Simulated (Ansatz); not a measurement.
Li:
Space group Fm-3m (No. 225); a = b = c = 4.3751 Å, α = β = γ = 90.00°

```
atom  site  symmetry       x       y       z
----  ----  --------  ------  ------  ------
Li      4a      m-3m  0.0000  0.0000  0.0000
```
(The calculation used a cell of 1 atom; values per cell refer to that cell.)

Relaxed with r²SCAN.

Problem. Tabulate the valence density and the electron localisation function along the shortest Li–Li contact (3.09 Å), r²SCAN (plane waves, PAW; program Ansatz).

Solution. 

```
distance from Li (Å)  density (e/Å³)   ELF
--------------------  --------------  ----
0.31                            4.45  0.98
0.46                            1.43  0.57
0.62                            0.23  0.08
0.77                            0.07  0.02
0.93                            0.05  0.03
1.08                            0.05  0.16
1.24                            0.05  0.38
1.39                            0.05  0.52
1.55                            0.05  0.56
1.70                            0.05  0.52
1.86                            0.05  0.38
2.01                            0.05  0.16
2.17                            0.05  0.03
2.32                            0.07  0.02
2.47                            0.23  0.08
2.63                            1.43  0.57
2.78                            4.45  0.98
```

The density is the valence pseudo-density with augmentation charge, so density and ELF within about 1 Å of a nucleus are not all-electron values.

The workflow started from a Materials Project entry (that database holds measured and hypothetical structures alike); the Crystallography Open Database files this formula in space group No. 225, but the cells were not matched. It is not the phase usual at ambient conditions (space group No. 229). Symmetry was held in the r²SCAN relaxation; its stability against distortions is not shown here.

Potentials: the earlier of the program's two PAW sets.
